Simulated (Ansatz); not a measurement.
Relaxed candidate structures of TiAl$_{3}$:

A. R-3m, hexagonal axes (No. 166), hR8; a = b = 5.249 Å, c = 18.622 Å, α = β = 90.00°, γ = 120.00°; Al 9d (0.500, 0.500, 0.500); Al 6c (0.000, 0.000, 0.310); Al 3b (0.000, 0.000, 0.500); Ti 6c (0.000, 0.000, 0.053)

B. Cmmm (No. 65), oS8; a = 5.459 Å, b = 8.223 Å, c = 2.833 Å, α = β = γ = 90.00°; Ti 2a (0.000, 0.000, 0.000); Al 2b (0.000, 0.500, 0.000); Al 4f (0.250, 0.250, 0.500)

C. Pm-3m (No. 221), cP4, Cu3Au type; a = 3.949 Å, b = 3.949 Å, c = 3.949 Å, α = 90.00°, β = 90.00°, γ = 90.00°; Al 3d (0.000, 0.000, 0.500); Ti 1b (0.500, 0.500, 0.500)

D. Fmmm (No. 69), oF32; a = 4.362 Å, b = 9.659 Å, c = 12.926 Å, α = β = γ = 90.00°; Ti 8h (0.000, 0.143, 0.000); Al 8i (0.000, 0.000, 0.183); Al 16m (0.000, 0.346, 0.138)

E. I4/mmm (No. 139), tI16, AFLOW prototype A3B_tI16_139_cde_e (D0_23, as in ZrAl3); a = 3.8686 Å, b = 3.8686 Å, c = 16.5293 Å, α = 90.00°, β = 90.00°, γ = 90.00°; Al 4c (0.000, 0.500, 0.000); Al 4d (0.000, 0.500, 0.250); Al 4e (0.000, 0.000, 0.375); Ti 4e (0.000, 0.000, 0.119)

Rank these by energy per atom (lowest first), as PBEsol (plane waves to 420 eV, PAW, scalar-relativistic; Ansatz, a quantum-chemistry and plane-wave program) gives it.

E (reference), C (+0.03 eV/atom), B (+0.15 eV/atom), D (+0.36 eV/atom), A (+0.75 eV/atom)

Each run could gain symmetry but not lose that of its start, so entries can be saddle points. All of these are generated cells (placed on structure types, drawn at random, substituted or restacked) that were not matched to a known phase here. Static energies at zero pressure. Each cell has its own k-point mesh; energy differences are given only to the digits this allows. No spin polarisation in the result.
